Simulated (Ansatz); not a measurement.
The relaxed structure here is a generated cell of GaNi: the first start was made by placing the elements on the sites of a structure type, and the end was not matched to a known phase here, so it may be hypothetical.

A relaxed structure of GaNi. Space group Immm (No. 71). The numbers are results of PBEsol (plane waves to 420 eV, PAW, scalar-relativistic; Ansatz, a quantum-chemistry and plane-wave program), not measurements.

```cif
data_Ga2Ni2
_chemical_formula_sum 'Ni2 Ga2'
_space_group_name_H-M_alt 'Immm'
_space_group_IT_number 71
_space_group_name_Hall '-I 2 2'
_cell_length_a 2.62937
_cell_length_b 4.06376
_cell_length_c 4.92284
_cell_angle_alpha 90.000
_cell_angle_beta 90.000
_cell_angle_gamma 90.000
loop_
_atom_site_label
_atom_site_type_symbol
_atom_site_symmetry_multiplicity
_atom_site_Wyckoff_symbol
_atom_site_fract_x
_atom_site_fract_y
_atom_site_fract_z
_atom_site_occupancy
Ni1 Ni 2 a 0.00000 0.00000 0.00000 1
Ga1 Ga 2 c 0.00000 0.00000 0.50000 1
```
(The calculation used a cell of 2 atoms; values per cell refer to that cell.)

* **Volume per atom**: 13.15 Å³
* **Density**: 8.11 g/cm³
* **Band gap**: no gap (metallic)
* **Magnetic moment**: zero (the starting moments vanished)
* **Shortest distances**: Ga–Ni 2.42 Å; Ni–Ni 2.63 Å; Ga–Ga 2.63 Å
* **k-mesh**: 18×18×18

Band energies at high-symmetry points (eV from the Fermi level; labels of this space group; no spin-orbit coupling), from −5 eV up to 1.5 eV:

| point | energies |
|---|---|
| Γ | -2.61 -2.44 -1.76 -1.33 -1.12 |
| X | -4.28 -3.09 -2.39 -1.33 -1.22 -0.92 -0.20 |
| F2 | -4.98 -3.30 -3.28 -3.09 -1.46 0.22 0.49 0.77 |
| Σ0 | -4.98 -3.30 -3.28 -3.09 -1.46 0.22 0.49 0.77 |
| Y0 | -4.17 -3.94 -2.43 -1.27 -1.16 -0.94 -0.20 |
| U0 | -4.17 -3.94 -2.43 -1.27 -1.16 -0.94 -0.20 |
| R | -4.30 -3.35 -2.46 -1.54 -1.45 0.53 |
| W | -4.87 -3.68 -2.40 -2.30 -1.62 -0.74 -0.04 0.65 |

No spin polarisation in the result: the starting moments vanished. A magnetic state may lie lower.

The run could not lose the symmetry of its start, so the end can be a saddle point.
